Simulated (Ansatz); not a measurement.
I (bcc (W type), space group No. 229) at seven volumes, r²SCAN+D4 in the plane-wave PAW code Ansatz, scaled uniformly. One row is withheld.

```
V (Å³/atom)  P (GPa)
-----------  -------
31.948          3.30
33.002          1.99
34.055             ?
35.108          0.00
36.161         -0.76
37.215         -1.38
38.268         -1.90
```

Task: Fit the shown pressures and predict the withheld one.

Result: P = (3/2)B₀(x^(7/2) − x^(5/2))[1 + (3/4)(B′ − 4)(x − 1)] with x = (V₀/V)^(2/3). Least squares on the six rows gives V₀ = 35.104 Å³/atom, B₀ = 27.5 GPa, B′ = 5.14. At V = 34.055, x = 1.0204 and P = 0.90 GPa. The run itself gave 0.91 GPa.

Space group Im-3m (bcc (W type)). The cell is a constructed one: a structure type filled with these elements; the Crystallography Open Database copy checked does not list it. It is not the phase usual at ambient conditions (space group No. 64). The r²SCAN+D4 relaxation kept the symmetry of its start. At this level the phase is mechanically unstable. Scalar-relativistic: spin–orbit coupling is off unless named, which matters more the heavier the elements.

Potentials: the later of the program's two PAW sets.
